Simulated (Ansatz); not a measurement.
## K₂BrF (ordering on rocksalt): the band gap by level of theory

All numbers come from the PAW code Ansatz. (Calculated; non-magnetic; the phase may be known or hypothetical.)

Structure: an ordered 4-atom cell of K₂BrF on the rocksalt lattice (R-3m), at its r2SCAN minimum. The symmetry is R-3m (No. 166, trigonal); conventional cell a = 4.178 Å, c = 20.905 Å, 26.34 Å³ an atom. Around F lie 6 K at 2.78 Å; around Br lie 6 K at 3.20 Å; around K lie 3 F at 2.78 Å and 3 Br at 3.20 Å.

```
CELL_PARAMETERS angstrom
2.08908 1.20613 6.96829
-2.08908 1.20613 6.96829
0.00000 -2.41226 6.96829
ATOMIC_POSITIONS crystal
F 0.00000 0.00000 0.00000
Br 0.50000 0.50000 0.50000
K 0.26714 0.26714 0.26714
K 0.73286 0.73286 0.73286
```

Relaxed lattice by functional, symmetry kept:

| functional | k mesh | a (Å) | c (Å) | volume (Å³/atom) |
| --- | --- | --- | --- | --- |
| PBE | 6×6×6 | 4.243 | 21.400 | 27.81 |
| r2SCAN | 6×6×6 | 4.178 | 20.905 | 26.34 |

Gaps on the r2SCAN cell, each the least over its mesh and the special points:
```csv
level,k mesh,gap (eV),kind,edges,least direct gap (eV),rough cost
PBE,8×8×8,4.14,direct,Γ,4.14,10 core-seconds
PBE+SOC,8×8×8,3.97,direct,Γ,3.97,60 core-seconds
r2SCAN,8×8×8,4.72,direct,Γ,4.72,19 core-seconds
HSE06,6×6×6,5.36,direct,Γ,5.36,27 core-minutes
PBE0,6×6×6,6.09,direct,Γ,6.09,20 core-minutes
"G0W0@PBE (314 empty bands, 120 eV, 4×4×4)",4×4×4,6.80,–,Γ (mesh),–,6 core-minutes
```
PBE: smearing of 0.02 eV; the others have fixed occupations.
Wave cutoffs: 420 eV, 500 eV (r2SCAN).
The G0W0 gap is PBE's gap over the path plus the quasiparticle shift read on the mesh. G0W0 values are finite-basis, finite-mesh values.
Costs come from shared machines and give only the order; PBE's includes the band path. The runs had 2 threads of Intel(R) Xeon(R) Processor @ 2.70GHz (shared host).

HSE06 gives a direct gap of 5.36 eV at Γ. Spin-orbit coupling changes the PBE gap by -0.16 eV, to 3.97 eV.

r2SCAN covers 48 % of the step from PBE to HSE06, while HSE06 needs about 80 times r2SCAN's cost (on a coarser mesh). For gaps to 0.1 eV, spin-orbit coupling (up to 0.16 eV here) has to be included. All these functionals give a gap of the same kind, direct.

r2SCAN (ground state on 6×6×6): ε∞: 2.31 along x and y, 2.28 along z. Born charges, averaged over directions: F -1.22, Br -1.03, K +1.13 e.

Only the levels marked +SOC include spin-orbit coupling.
